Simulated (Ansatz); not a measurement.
LaLuO₃:
```
CELL_PARAMETERS angstrom
      4.15264     0.00000     0.00000
      0.00000     4.15264     0.00000
      0.00000     0.00000     4.15264
ATOMIC_POSITIONS crystal
  La 0.00000 0.00000 0.00000
  Lu 0.50000 0.50000 0.50000
  O  0.00000 0.50000 0.50000
  O  0.50000 0.50000 0.00000
  O  0.50000 0.00000 0.50000
```

Relaxed with LDA. Special points in fractions of this cell's reciprocal vectors: Γ (0.000, 0.000, 0.000); X (0.000, 0.500, 0.000); M (0.500, 0.500, 0.000); R (0.500, 0.500, 0.500).

Question: List the band energies nearest the valence-band maximum at these points for LDA (plane waves, PAW; program Ansatz).

Answer: In eV from the valence-band maximum; about four levels below and three above (degenerate sets whole), none deeper than 8.9 eV; points with the same levels are listed once.

```tsv
k	below	above
Γ	-1.12 -1.12 -1.12 0.00 0.00 0.00	1.37 1.37 1.69
X	-1.26 -1.23 -0.15 -0.15	1.51 1.52 1.67
M	-1.49 -1.15 -1.15 -0.48	1.55 1.55 1.72 1.72
R	-1.50 -1.50 -1.50 -1.46 -1.46 -1.46	1.60 1.60 1.60
```

Space group Pm-3m (cubic perovskite). The cell is a constructed one: a structure type filled with these elements; neither database checked (COD, Materials Project) lists it. Whether it is the stable phase at ambient conditions was not checked. The cell was relaxed with LDA under the symmetry of its start. At this level the phase is dynamically unstable (imaginary phonons). Spin–orbit coupling is left out wherever it is not named.

Potentials: the later of the program's two PAW sets.
